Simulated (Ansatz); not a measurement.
SrO:
```yaml
crystal:
  lattice:
    - [4.27006, 0.00000, 0.00000]
    - [-2.13503, 3.69798, 0.00000]
    - [0.00000, 0.00000, 5.14440]
  atoms:
    - { symbol: Sr, position: [0.33333, 0.66667, 0.75000] }
    - { symbol: Sr, position: [0.66667, 0.33333, 0.25000] }
    - { symbol: O, position: [0.33333, 0.66667, 0.25000] }
    - { symbol: O, position: [0.66667, 0.33333, 0.75000] }
```

Relaxed with r²SCAN.

### Question
Give the Bader charges and basin volumes of the independent atoms, plane-wave PAW r²SCAN (Ansatz code).

### Answer


```tsv
atom	Bader charge (e)	Bader volume (Å³)
Sr1	+1.53	19.3
O3	-1.53	21.4
```

Space group P6_3/mmc. The workflow started from a Materials Project entry (that database holds measured and hypothetical structures alike); the Crystallography Open Database copy checked does not list it. It is not the phase usual at ambient conditions (space group No. 225). The cell was relaxed with r²SCAN under the symmetry of its start; whether a distortion lowers the energy is not shown.

Potentials: the later of the program's two PAW sets.
